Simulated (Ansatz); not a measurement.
**Energy landscape of Ge2Rh**

4 relaxations of Ge2Rh ended in 4 distinct structures. All values below come from r2SCAN (plane waves to 500 eV, PAW, scalar-relativistic; Ansatz, an electronic-structure program).

```csv
#,space group,Pearson,type,E − E(lowest) (eV/atom),V (Å³/atom),runs ending here
1,P6₂22,hP9,"AFLOW prototype AB2_hP9_180_d_j (C40, as in CrSi2)",0.00,15.44,1
2,P4/mmm,tP3,–,0.03,17.27,1
3,R3m,hR9,–,0.11,20.84,1
4,Fd-3m,cF24,"AFLOW prototype A2B_cF24_227_c_a (C9, as in SiO2)",0.41,47.62,1
```

All are gapless at this level. P6₂22, hP9, AFLOW prototype AB2_hP9_180_d_j (C40, as in CrSi2) is the lowest of the structures calculated here.

```cif
data_Ge6Rh3
_chemical_formula_sum 'Rh3 Ge6'
_space_group_name_H-M_alt 'P6222'
_space_group_IT_number 180
_space_group_name_Hall 'P 62 2 (0 0 4)'
_cell_length_a 4.66470
_cell_length_b 4.66470
_cell_length_c 7.37327
_cell_angle_alpha 90.000
_cell_angle_beta 90.000
_cell_angle_gamma 120.000
loop_
_atom_site_label
_atom_site_type_symbol
_atom_site_symmetry_multiplicity
_atom_site_Wyckoff_symbol
_atom_site_fract_x
_atom_site_fract_y
_atom_site_fract_z
_atom_site_occupancy
Rh1 Rh 3 d 0.50000 0.00000 0.50000 1
Ge1 Ge 6 j 0.34035 0.17017 0.16667 1
```

Each run could gain symmetry but not lose that of its start, so entries can be saddle points. All of these are generated cells (placed on structure types, drawn at random, substituted or restacked) that were not matched to a known phase here. The real structure of this composition may not be among these, and whether this composition forms is not checked here. Static energies at zero pressure. No spin polarisation in the result.
